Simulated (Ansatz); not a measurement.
BaTiO3:
```cif
data_BaO3Ti
_chemical_formula_sum 'Ba1 Ti1 O3'
_space_group_name_H-M_alt 'P4mm'
_space_group_IT_number 99
_space_group_name_Hall 'P 4 -2'
_cell_length_a 3.92699
_cell_length_b 3.92699
_cell_length_c 3.97455
_cell_angle_alpha 90.000
_cell_angle_beta 90.000
_cell_angle_gamma 90.000
loop_
_atom_site_label
_atom_site_type_symbol
_atom_site_symmetry_multiplicity
_atom_site_Wyckoff_symbol
_atom_site_fract_x
_atom_site_fract_y
_atom_site_fract_z
_atom_site_occupancy
Ba1 Ba 1 b 0.50000 0.50000 0.57954 1
Ti1 Ti 1 a 0.00000 0.00000 0.09173 1
O1 O 2 c 0.00000 0.50000 0.06513 1
O2 O 1 a 0.00000 0.00000 0.55846 1
```

Relaxed at zero pressure with LDA in the plane-wave PAW code Ansatz.

Question: The volume is raised by 9 % and shape and atoms relax at that volume. What pressure results, and how do the axes share the change?

Answer: -8.3 GPa; a 0.6 %, b 0.6 %, c 7.8 %; the energy rises by 35 meV/atom.

Question: Give the new structure.

Answer: 
Space group P4mm (No. 99); a = b = 3.949 Å, c = 4.285 Å, α = β = γ = 90.00°

```csv
atom,site,symmetry,x,y,z
Ba,1b,4mm,0.5000,0.5000,0.6013
Ti,1a,4mm,0.0000,0.0000,0.1137
O,2c,2mm.,0.0000,0.5000,0.0573
O,1a,4mm,0.0000,0.0000,0.5303
```

The phase is kept; no other phase was compared at this pressure.

The cell was relaxed with LDA under the symmetry of its start. At this level the phase is dynamically unstable (imaginary phonons). The run is not spin-polarised. Spin–orbit coupling is left out wherever it is not named.

Potentials: the earlier of the program's two PAW sets. The files were generated under PBE; for other functionals the program regenerates the frozen cores, and for LDA and PBEsol the local potential too.
